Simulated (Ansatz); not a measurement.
# CdPt (P4/mmm), two-dimensional strain map

Method: DFT PBEsol, scalar-relativistic, plane waves, PAW (Ansatz). Settings: plane waves to 420 eV, k-mesh 16×16×12 (Γ-centred), Gaussian smearing 0.15 eV. Spin–orbit coupling is left out, which can shift energies with elements as heavy as these. No spin polarisation. Energies are free energies at this smearing, counted from the undisturbed cell; pressure is positive in compression.

The undisturbed cell (as given, not relaxed at this level; it stands at -4.7 GPa, and it needn't be the usual structure):

```
CELL_PARAMETERS angstrom
2.98546 0.00000 0.00000
0.00000 2.98546 0.00000
0.00000 0.00000 3.84605
ATOMIC_POSITIONS crystal
Cd 0.00000 0.00000 0.00000
Pt 0.50000 0.50000 0.50000
```

The cell is strained by p along both x and y and by q along z, fractional coordinates fixed. Points are written (p, q).

Energy above the undisturbed cell in meV/atom (a dash: not computed):

```csv
p \ q,-0.030,0.000,0.030
-0.030,27.6,1.5,?
0.000,-4.3,0.0,22.4
0.030,29.4,?,100.1
```

Question: Fill in the withheld energies.

Answer: (-0.030, 0.030): -2.3; (0.030, 0.000): 57.4.